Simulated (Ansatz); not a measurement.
Al₂Au (fluorite or antifluorite type, Fm-3m), a = b = c = 6.060 Å, α = β = γ = 90.00°; the cell used has 3 atoms.

Relaxed with PBE.

**Question.** Which orbitals make up the states near the Fermi level in PBE (plane waves, PAW; program Ansatz)?

**Answer.** Within 0.5 eV of the Fermi level: Al 3p 73 %, Al 3s 9 %, Au 5d 6 %, outside the projected shells 10 %. Projections are on Löwdin-orthogonalised atomic valence shells; empty p or d shells of many metals are not among them.

**Question.** Tabulate the density of states.

**Answer.** States/eV per cell of 3 atoms, in 0.25 eV bins, energy from the Fermi level.

```csv
E (eV),total,Au 5d,Al 3p,Al 3s
-7.85,0.88,0.18,0.29,0.25
-7.60,0.82,0.21,0.24,0.23
-7.35,0.83,0.31,0.20,0.22
-7.10,1.56,1.02,0.14,0.34
-6.85,5.22,3.44,0.60,1.10
-6.60,1.97,1.28,0.35,0.31
-6.35,3.46,2.75,0.50,0.17
-6.10,9.08,7.64,1.26,0.13
-5.85,3.65,3.25,0.30,0.02
-5.60,7.20,6.41,0.47,0.07
-5.35,8.33,7.55,0.37,0.06
-5.10,0.59,0.39,0.09,0.04
-4.85,0.72,0.33,0.18,0.13
-4.60,1.15,0.41,0.37,0.27
-4.35,1.15,0.34,0.41,0.29
-4.10,0.92,0.23,0.36,0.23
-3.85,0.65,0.12,0.28,0.15
-3.60,0.71,0.13,0.32,0.17
-3.35,0.84,0.16,0.38,0.20
-3.10,0.86,0.15,0.41,0.20
-2.85,0.86,0.14,0.43,0.20
-2.60,0.85,0.13,0.45,0.19
-2.35,0.83,0.11,0.46,0.18
-2.10,1.06,0.13,0.67,0.17
-1.85,1.33,0.15,0.92,0.16
-1.60,1.27,0.13,0.89,0.16
-1.35,1.24,0.12,0.87,0.15
-1.10,1.18,0.11,0.84,0.14
-0.85,1.12,0.10,0.80,0.13
-0.60,1.08,0.08,0.78,0.11
-0.35,1.02,0.07,0.74,0.10
-0.10,0.96,0.06,0.70,0.09
0.15,0.91,0.05,0.67,0.07
0.40,0.73,0.04,0.52,0.06
0.65,0.53,0.03,0.35,0.05
0.90,0.42,0.02,0.26,0.05
1.15,0.44,0.04,0.21,0.11
1.40,0.60,0.07,0.19,0.25
1.65,0.77,0.09,0.23,0.36
1.90,0.98,0.10,0.31,0.44
2.15,1.18,0.11,0.41,0.48
2.40,1.45,0.11,0.54,0.53
2.65,2.00,0.12,0.79,0.70
2.90,1.75,0.09,0.72,0.61
3.15,0.97,0.05,0.41,0.26
3.40,0.58,0.02,0.22,0.09
3.65,1.44,0.07,0.60,0.36
3.90,2.39,0.13,1.32,0.43
4.15,2.07,0.12,1.25,0.29
4.40,1.51,0.07,0.93,0.20
4.65,1.74,0.07,1.01,0.20
```

Symmetry was held in the PBE relaxation. Scalar-relativistic: spin–orbit coupling is off unless named, which matters more the heavier the elements.

Potentials: the earlier of the program's two PAW sets.
